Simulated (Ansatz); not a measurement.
ZrPbO3: stationary points along a deformation path

All numbers below come from DFT r2SCAN, scalar-relativistic, plane waves, PAW in Ansatz 0.2.0. Cutoff 500 eV, Γ-centred 6×6×6 k-points, Gaussian smearing of 0.05 eV. Spin–orbit coupling is left out, which matters for the heavy elements here. No spin polarisation. Energies are free energies at this smearing, counted from the undisturbed cell; pressure is positive in compression.

Reference structure (relaxed at this level; it needn't be the usual structure):

```
Zr Pb O
1.0
     4.15955    0.00000    0.00000
     0.00000    4.15955    0.00000
     0.00000    0.00000    4.15955
Zr Pb O
1 1 3
Direct
  0.00000 0.00000 0.00000
  0.50000 0.50000 0.50000
  0.50000 0.00000 0.00000
  0.00000 0.00000 0.50000
  0.00000 0.50000 0.00000
```

At fixed volume and fractional coordinates, lengths along (0.000, 0.000, 1.000) are scaled against those across it; ρ is that ratio over its starting value. V = 14.394 Å³/atom. Δσ is the stress along the axis less the mean stress across it (compression positive).

```
    ρ  ΔE (meV/atom)  Δσ (GPa) space group
0.650         2323.4    217.78       P4/mmm
0.707         1366.3    161.29       P4/mmm
0.780          608.2     97.96       P4/mmm
0.850          227.1     52.56       P4/mmm
0.920           53.1     22.52       P4/mmm
0.960           12.0     10.09       P4/mmm
1.000            0.0      0.00        Pm-3m
1.050           15.6    -10.42       P4/mmm
1.100           57.2    -19.36       P4/mmm
1.200          199.8    -35.37       P4/mmm
1.300          406.1    -50.92       P4/mmm
1.414          707.7    -69.32       P4/mmm
1.500          978.2    -83.94       P4/mmm
```

**Question.** How does the stress give the slope of the energy, and where is the energy stationary?

**Answer.** Along the path d ln(length) is 2/3 d ln ρ on the axis and −1/3 d ln ρ across it, so dE/d ln ρ = −(2/3) V Δσ: the energy falls with ρ where Δσ is positive. Δσ vanishes or changes sign at ρ = 1.000 (Pm-3m), a minimum at 0.0 meV/atom. Pairs of stationary points between two samples would go unseen, and could change a minimum read from distant neighbours into a maximum. At ρ = 1.000 the cell is cubic, where symmetry alone makes the stress isotropic and the slope zero.

**Question.** Which shear constant sets the curvature at ρ = 1?

**Answer.** For a cubic crystal E/V = (2/3) C (ln ρ)² with C = C′ = (C11 − C12)/2, so Δσ = −2C ln ρ. The parabola of Δσ against ln ρ through ρ = 0.960, 1 and 1.050 gives C ≈ 116 GPa with the ions clamped, rough because the steps are large.

**Question.** Integrate that slope from ρ = 1 to 0.850 by the trapezoid rule.

**Answer.** With V/N in Å³ and 1 eV/Å³ = 160.2 GPa the slopes at ρ = 1.000, 0.960, 0.920, 0.850 are 0, -604, -1349, -3148 meV/atom per unit of ln ρ. The steps add 12.3 + 41.6 + 177.9 = 231.8 meV/atom, against 227.1 from the energies; the trapezoid rule misses the curvature of the slope within each step.

The gap closes along the scan, which can put kinks into the curve.

Symmetry holds off the tilts and polar distortions that many cubic perovskites undergo.

Cost: 13 runs of about 0.7 core-minutes in all, on AMD EPYC 9R45 (Zen 5) (shared hosts).